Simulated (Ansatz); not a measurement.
## Bands of YPb3

```
CELL_PARAMETERS angstrom
4.82300 0.00000 0.00000
0.00000 4.82300 0.00000
0.00000 0.00000 4.82300
ATOMIC_POSITIONS crystal
Y 0.00000 0.00000 0.00000
Pb 0.00000 0.50000 0.50000
Pb 0.50000 0.00000 0.50000
Pb 0.50000 0.50000 0.00000
```

Atoms are numbered in the order listed.

The cell is COD entry 1523308, as deposited and not checked against the literature; nothing was relaxed.

Spin polarisation is left out, and whether a magnetic state lies lower isn't shown here.

No spin–orbit coupling, which matters for the heavy atoms here.

These are results of DFT, PBEsol, all-electron LAPW, scalar-relativistic in Ansatz 0.2.0, not measurements.

Numerical set-up: a Γ-centred 8×8×8 k mesh, Fermi–Dirac smearing of 0.08 eV, basis error target 0.5 meV/atom, no spin polarisation.

Points in fractions of the reciprocal vectors of this cell: Γ (0, 0, 0), X (0, 0.5, 0), M (0.5, 0.5, 0), R (0.5, 0.5, 0.5). The path runs Γ–X–M–Γ–R–X–R–M. Energies are in eV from the Fermi level; (×n) counts levels within 4 meV of each other, which need not be degenerate by symmetry.

**Question.** Metal or insulator at this level of theory?

**Answer.** No gap opens: metallic or semimetallic.

**Question.** Tabulate bands 61 to 67, counted from the lowest band of the run, along the path.

**Answer.** 
```csv
k (1/Å),point,band 61,band 62,band 63,band 64,band 65,band 66,band 67
0.00,Γ,-2.84,-2.84,-2.84,1.39,1.39,1.39,1.39
0.09,,-2.82,-2.82,-2.74,0.86,1.13,1.13,1.39
0.19,,-2.77,-2.77,-2.47,0.17,0.76,0.76,1.40
0.28,,-2.69,-2.69,-2.12,-0.45,0.45,0.45,1.40
0.37,,-2.60,-2.60,-1.72,-0.96,0.21,0.21,1.41
0.47,,-2.51,-2.51,-1.35,-1.33,0.06,0.06,1.41
0.56,,-2.45,-2.45,-1.60,-0.99,-0.03,-0.03,1.11
0.65,X,-2.43,-2.43,-1.69,-0.83,-0.05,-0.05,0.93
0.74,,-2.40,-2.36,-1.85,-1.07,-0.18,0.34,0.90
0.84,,-2.38,-2.29,-2.16,-1.10,-0.44,0.82,0.84
0.93,,-3.02,-2.11,-1.91,-0.93,-0.72,0.71,1.17
1.02,,-3.61,-1.89,-1.63,-0.96,-0.65,0.57,1.33
1.12,,-4.08,-1.63,-1.37,-1.14,-0.30,0.42,0.89
1.21,,-4.40,-1.39,-1.25,-1.18,0.05,0.29,0.54
1.30,M,-4.51,-1.29,-1.29,-1.10,0.23,0.23,0.39
1.43,,-4.29,-1.48,-1.28,-1.22,0.10,0.22,0.67
1.57,,-3.73,-1.85,-1.75,-1.02,0.17,0.26,1.28
1.70,,-3.10,-2.20,-2.06,-0.69,0.02,0.72,0.82
1.83,,-2.98,-2.48,-1.56,-0.75,-0.24,0.57,1.61
1.96,,-3.00,-2.68,-1.74,-0.60,0.31,0.77,1.51
2.09,,-2.91,-2.80,-2.53,0.47,0.92,1.11,1.43
2.22,Γ,-2.84,-2.84,-2.84,1.39,1.39,1.39,1.39
2.39,,-3.08,-2.51,-2.51,0.39,0.39,1.43,1.43
2.55,,-3.54,-1.66,-1.66,-0.71,-0.71,1.51,1.55
2.71,,-3.94,-1.68,-1.68,-0.50,-0.50,0.17,1.63
2.87,,-4.14,-2.44,-2.44,-1.42,0.68,0.68,1.73
3.03,,-4.16,-3.00,-3.00,-2.76,1.65,1.66,1.66
3.19,,-4.36,-3.44,-3.35,-3.35,1.17,2.11,2.11
3.35,R,-4.65,-3.47,-3.47,-3.47,0.85,2.17,2.17
3.48,,-4.43,-3.51,-3.42,-3.32,1.07,2.12,2.16
3.62,,-4.00,-3.53,-3.28,-2.79,1.41,1.91,2.09
3.75,,-3.60,-3.37,-3.04,-1.86,0.99,1.21,1.88
3.88,,-3.21,-2.94,-2.71,-0.76,-0.15,0.85,1.43
4.01,,-2.85,-2.31,-2.26,-1.26,0.26,0.53,0.82
4.14,,-2.55,-2.10,-1.90,-1.42,0.23,0.23,0.83
4.27,X,-2.43,-2.43,-1.69,-0.83,-0.05,-0.05,0.93
5.19,R,-4.65,-3.47,-3.47,-3.47,0.85,2.17,2.17
5.29,,-4.53,-3.54,-3.40,-3.40,0.97,2.13,2.18
5.38,,-4.19,-3.72,-3.20,-3.20,1.24,2.04,2.25
5.47,,-3.95,-3.68,-2.87,-2.87,1.49,1.92,2.00
5.57,,-4.17,-3.03,-2.46,-2.46,1.54,1.54,1.56
5.66,,-4.35,-2.30,-1.98,-1.98,1.00,1.00,1.56
5.75,,-4.47,-1.55,-1.52,-1.52,0.49,0.49,0.90
5.85,M,-4.51,-1.29,-1.29,-1.10,0.23,0.23,0.39
```
